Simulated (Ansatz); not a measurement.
KZnF₃:
```
CELL_PARAMETERS angstrom
      4.04634     0.00000     0.00000
      0.00000     4.04634     0.00000
      0.00000     0.00000     4.04634
ATOMIC_POSITIONS crystal
  K  0.00000 0.00000 0.00000
  Zn 0.50000 0.50000 0.50000
  F  0.50000 0.50000 0.00000
  F  0.00000 0.50000 0.50000
  F  0.50000 0.00000 0.50000
```

Relaxed with r²SCAN. DFT-r²SCAN in the program Ansatz with PAW potentials gives a gap of 4.64 eV.

Question: What gap does HSE06 give on the same cell (Ansatz, PAW)?

Answer: 6.36 eV, 1.72 eV more. The hybrid was solved on a coarser mesh and at special points; its gap is the smallest among all of these.

```json
[
 {"k": "Γ", "v1 r²SCAN": "-1.97", "c1 r²SCAN": "4.64", "v1 HSE06": "-1.71", "c1 HSE06": "6.36"},
 {"k": "R", "v1 r²SCAN": "0.00", "c1 r²SCAN": "9.24", "v1 HSE06": "?", "c1 HSE06": "?"},
 {"k": "M", "v1 r²SCAN": "0.00", "c1 r²SCAN": "8.89", "v1 HSE06": "?", "c1 HSE06": "?"},
 {"k": "X", "v1 r²SCAN": "-1.52", "c1 r²SCAN": "7.42", "v1 HSE06": "?", "c1 HSE06": "?"}
]
```

Question: Top valence (v1) and lowest conduction level (c1) in eV from each method's valence maximum (which need not be a listed point): supply the withheld HSE06 values.

Answer: 
- M, v1 HSE06: 0.00
- M, c1 HSE06: 10.79
- X, v1 HSE06: -1.72
- X, c1 HSE06: 9.25
- R, v1 HSE06: 0.00
- R, c1 HSE06: 10.95

Cost on shared cores: the r²SCAN run (SCF on a 7×7×7 mesh, then bands and DOS) around 24 core-seconds (rough), the HSE06 run (SCF on 4×4×4, then a few points) very roughly 60 core-seconds; the tasks are unlike.

Space group Pm-3m (cubic perovskite). The cell was relaxed with r²SCAN under the symmetry of its start; phonons on a q-mesh show no instability.

Potentials: the later of the program's two PAW sets.
